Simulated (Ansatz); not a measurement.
# Is this Zr3TiGe8 structure a true minimum?

The structure comes from a generated guess, relaxed at this level; another structure or a mixture of phases may lie lower.

The calculation used DFT PBE, scalar-relativistic, plane waves, PAW in Ansatz 0.2.0. Settings: cutoff 420 eV, Γ-centred mesh 6×6×8 on the computed 12-atom cell, Gaussian smearing of 0.10 eV; no spin polarisation.

The cell below (12 atoms, space group C222 (No. 21)) is relaxed within its symmetry.

```
Zr Ti Ge
1.0
     4.47259   -4.56609    0.00000
     4.47259    4.56609    0.00000
     0.00000    0.00000    5.23794
Zr Ti Ge
3 1 8
Direct
  0.00000 0.00000 0.00000
  0.50000 0.00000 0.24881
  0.00000 0.50000 0.75119
  0.50000 0.50000 0.50000
  0.83320 0.83320 0.50000
  0.33904 0.33904 0.00000
  0.16680 0.16680 0.50000
  0.66096 0.66096 0.00000
  0.65986 0.17019 0.74505
  0.17019 0.65986 0.25495
  0.34014 0.82981 0.74505
  0.82981 0.34014 0.25495
```

For the test it was strained at random (σ = 1.5 % a component), the atoms were moved at random (σ = 0.10 Å), and all was relaxed again on a coarse 4×4×4 mesh (in the run’s order of axes) with 0.20 eV smearing, with no symmetry imposed.

Task: Does it come back?

Result: It returns, within 1 meV/atom of the unmoved cell on that mesh and with the same symmetry when read at 0.1 Å. No instability shows in this cell; modes of other wave vectors, which need another repeat, aren't tested.
